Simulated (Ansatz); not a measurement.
Ru in space group P-3m1 (No. 164; Ru on 2c, Ru on 2d, Ru on 2d, Ru on 2d) at seven volumes, PBEsol (plane waves, PAW; program Ansatz), shape and atoms relaxed at each. One row is withheld.

| V (Å³/atom) | P (GPa) |
|---|---|
| 12.167 | 40.32 |
| 12.569 | 24.50 |
| 12.970 | 11.19 |
| 13.371 | 0.00 |
| 13.772 | -9.40 |
| 14.173 | -17.27 |
| 14.574 | ? |

Task: Fit the shown pressures and predict the withheld one.

Result: Third-order Birch–Murnaghan: P = (3/2)B₀(x^(7/2) − x^(5/2))[1 + (3/4)(B′ − 4)(x − 1)] with x = (V₀/V)^(2/3). Least squares on the six rows gives V₀ = 13.372 Å³/atom, B₀ = 341.1 GPa, B′ = 4.76. At V = 14.574, x = 0.9442 and P = -23.93 GPa. The run itself gave -23.84 GPa.

The start of the workflow was typed in or built on a structure type; neither database checked (COD, Materials Project) lists it. It is not the phase usual at ambient conditions (space group No. 194). Symmetry was held in the PBEsol relaxation; whether a distortion lowers the energy is not shown. The run is not spin-polarised.

Potentials: the later of the program's two PAW sets.
